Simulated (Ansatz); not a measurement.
CrOS as a Janus 2H monolayer at its r2SCAN geometry, run in Ansatz at 4 levels of theory. The calculation is spin-unpolarised, and the structure need not be a phase that has been made.

The LDA input:
```yaml
crystal:
  lattice:
    - [2.8190684823, 0.0, 0.0]
    - [-1.4095342411, 2.4413849207, 0.0]
    - [0.0, 0.0, 29.4349195984]
  atoms:
    - { symbol: Cr, position: [0.3333333333, 0.6666666667, 0.3112973871] }
    - { symbol: O, position: [0.6666666667, 0.3333333333, 0.3471228695] }
    - { symbol: S, position: [0.6666666667, 0.3333333333, 0.2588576015] }
  periodic: [true, true, false]
kpoints:
  mp_grid: { grid: [12, 12, 1] }
  band_path:
    path: [[0.0, 0.0, 0.0], [0.5, 0.0, 0.0], [0.3333333333, 0.3333333333, 0.0]]
    npoints: 1
hamiltonian:
  xc: lda
scf:
  occupations: { method: fixed }
  n_extra_bands: 4
output:
  forces: true
  stress: true
  eigenvalues: true
```

Main results, then, where recorded, the levels near the gap in eV from the Fermi energy (columns number the bands from 0), one row a point of the path (Γ, M, K):
```
Crystal: 3 atoms, lattice volume = 202.584 Å³
Symmetry: 6 space group operations
Space group: P3m1 (ITA 156)
```
```
Basis set: ecut = 420 eV, 3999 PW (Γ)
Bands: 17, of which v1, the nominal top of the filled ones, is band 13 counted from 1 (12 counted from 0)
k-points: 19 of 144 (time reversal used)
Free energy (F): -4748.805972 eV
Fermi energy:    -6.075543 eV
--- Forces (eV/Å), atoms counted from 1 ---
  atom   1  Cr      0.00000      0.00000      0.19892
  atom   2  O       0.00000      0.00000    -0.52436
  atom   3  S       0.00000      0.00000      0.32486
--- 2D stress c σ (N/m, compression-positive) ---
       -4.876237       0.000000       0.000000
        0.000000      -4.876237       0.000000
        0.000000       0.000000       0.000000
  P = ½ c Tr σ = -4.8762 N/m
```
```tsv
band_8	band_9	band_10	band_11	band_12	band_13	band_14	band_15
-4.500	-3.524	-1.910	-1.910	0.000	1.498	1.498	2.691
-4.920	-4.517	-2.821	-2.086	-1.137	0.671	0.696	2.247
-5.681	-4.766	-4.223	-2.694	-1.124	0.170	1.483	1.748
```

With LDA the valence top lies at Γ and the conduction bottom at K, 0.17 eV higher; the smallest vertical gap, at K, is 1.29 eV.

HSE06. Against the first input these blocks differ (the band path and keys that only write files left aside):
```yaml
kpoints:
  mp_grid: { grid: [9, 9, 1] }
hamiltonian:
  xc: hse06
```

```
Basis set: ecut = 420 eV, 3999 PW (Γ)
Bands: 17, of which v1, the nominal top of the filled ones, is band 13 counted from 1 (12 counted from 0)
k-points: 12 of 81 (time reversal used)
Exchange kernel: α = 0.2500, screened, ω = 0.2079 Å⁻¹, Wigner–Seitz truncation, v(0) = 1046.8663 eV·Å³, q-mesh 9×9×1
hybrid outer 1: dexx = +2.440e-2 eV, tail = 7.92e-5 eV
hybrid outer 2: dexx = +2.434e-6 eV, tail = 5.12e-8 eV, Δε = 4.05e-3 eV, ΔF = 3.49e-2 eV/Å
hybrid outer 3: dexx = +1.170e-8 eV, tail = 2.63e-10 eV, Δε = 2.21e-4 eV, ΔF = 3.60e-4 eV/Å
Free energy (F): -4845.862782 eV
Fermi energy:    -6.481874 eV
--- Forces (eV/Å), atoms counted from 1 ---
  atom   1  Cr      0.00000      0.00000    -0.19111
  atom   2  O       0.00000      0.00000    -0.33583
  atom   3  S       0.00000      0.00000      0.52690
--- 2D stress c σ (N/m, compression-positive) ---
       -3.404829       0.000000       0.000000
        0.000000      -3.404829       0.000000
        0.000000       0.000000       0.000000
  P = ½ c Tr σ = -3.4048 N/m
```
```tsv
band_8	band_9	band_10	band_11	band_12	band_13	band_14	band_15
-4.978	-3.932	-2.026	-2.026	0.000	2.582	2.582	3.632
-5.558	-4.932	-3.157	-2.292	-1.214	1.408	1.422	3.355
-6.190	-5.425	-4.632	-3.056	-1.047	0.641	2.477	2.704
```

HSE06 gives an indirect gap of 0.64 eV, from Γ to K; the least direct gap is 1.69 eV at K. The mean in-plane stress at these positions is -3.4 N/m, compression counted positive. (The program warns that its thresholds are loose for a hybrid's stress.)

PBE0. Against the first input these blocks differ (the band path and keys that only write files left aside):
```yaml
kpoints:
  mp_grid: { grid: [9, 9, 1] }
hamiltonian:
  xc: pbe0
```

```
Basis set: ecut = 420 eV, 3999 PW (Γ)
Bands: 17, of which v1, the nominal top of the filled ones, is band 13 counted from 1 (12 counted from 0)
k-points: 12 of 81 (time reversal used)
hybrid outer 1: dexx = +3.507e-2 eV, tail = 1.09e-4 eV
hybrid outer 2: dexx = +4.994e-6 eV, tail = 7.10e-8 eV, Δε = 3.83e-3 eV, ΔF = 3.93e-2 eV/Å
hybrid outer 3: dexx = +1.979e-8 eV, tail = 3.41e-10 eV, Δε = 2.80e-4 eV, ΔF = 4.93e-4 eV/Å
Free energy (F): -4846.333871 eV
Fermi energy:    -6.861953 eV
--- Forces (eV/Å), atoms counted from 1 ---
  atom   1  Cr      0.00000      0.00000    -0.23063
  atom   2  O       0.00000      0.00000    -0.31893
  atom   3  S       0.00000      0.00000      0.54957
--- 2D stress c σ (N/m, compression-positive) ---
       -3.533368       0.000000       0.000000
        0.000000      -3.533368       0.000000
        0.000000       0.000000       0.000000
  P = ½ c Tr σ = -3.5334 N/m
```
```tsv
band_8	band_9	band_10	band_11	band_12	band_13	band_14	band_15
-5.008	-3.967	-2.037	-2.037	0.000	3.325	3.325	4.383
-5.594	-4.961	-3.183	-2.298	-1.206	2.142	2.152	4.110
-6.225	-5.458	-4.656	-3.078	-1.035	1.341	3.221	3.466
```

With PBE0 the valence top lies at Γ and the conduction bottom at K, 1.34 eV higher; the smallest vertical gap, at K, is 2.38 eV. The mean in-plane stress at these positions is -3.5 N/m, compression counted positive. (The program warns that its thresholds are loose for a hybrid's stress.)

Problem. In the first input these blocks are replaced (the band path and keys that only write files left aside):
```yaml
kpoints:
  mp_grid: { grid: [9, 9, 1] }
hamiltonian:
  xc: r2scan0
```
What comes out?

Solution.
```
Basis set: ecut = 500 eV, 5111 PW (Γ)
Bands: 17, of which v1, the nominal top of the filled ones, is band 13 counted from 1 (12 counted from 0)
k-points: 12 of 81 (time reversal used)
hybrid outer 1: dexx = +3.156e-2 eV, tail = 7.27e-5 eV
hybrid outer 2: dexx = +2.247e-6 eV, tail = 4.65e-8 eV, Δε = 2.26e-3 eV, ΔF = 2.12e-2 eV/Å
hybrid outer 3: dexx = +1.517e-8 eV, tail = 2.04e-10 eV, Δε = 2.42e-4 eV, ΔF = 4.08e-4 eV/Å
Free energy (F): -4853.709983 eV
Fermi energy:    -7.070916 eV
--- Forces (eV/Å), atoms counted from 1 ---
  atom   1  Cr      0.00000      0.00000    -0.22834
  atom   2  O       0.00000      0.00000    -0.54224
  atom   3  S       0.00000      0.00000      0.77055
--- 2D stress c σ (N/m, compression-positive) ---
       -4.256888       0.000000       0.000000
        0.000000      -4.256888       0.000000
        0.000000       0.000000       0.000000
  P = ½ c Tr σ = -4.2569 N/m
```
```tsv
band_8	band_9	band_10	band_11	band_12	band_13	band_14	band_15
-5.062	-4.048	-2.038	-2.038	0.000	3.519	3.519	4.525
-5.677	-5.007	-3.229	-2.341	-1.200	2.217	2.230	4.290
-6.299	-5.561	-4.707	-3.123	-0.976	1.350	3.381	3.576
```
The r2SCAN0 gap is indirect, 1.35 eV (Γ to K), below the direct gap of 2.33 eV at K. With the atoms held, the mean in-plane stress is -4.3 N/m (compression positive). The stress of a hybrid is loosely converged here.

Small level splittings and stresses of the hybrids carry the error of their coarser meshes.

Totals of different functionals can't be compared.
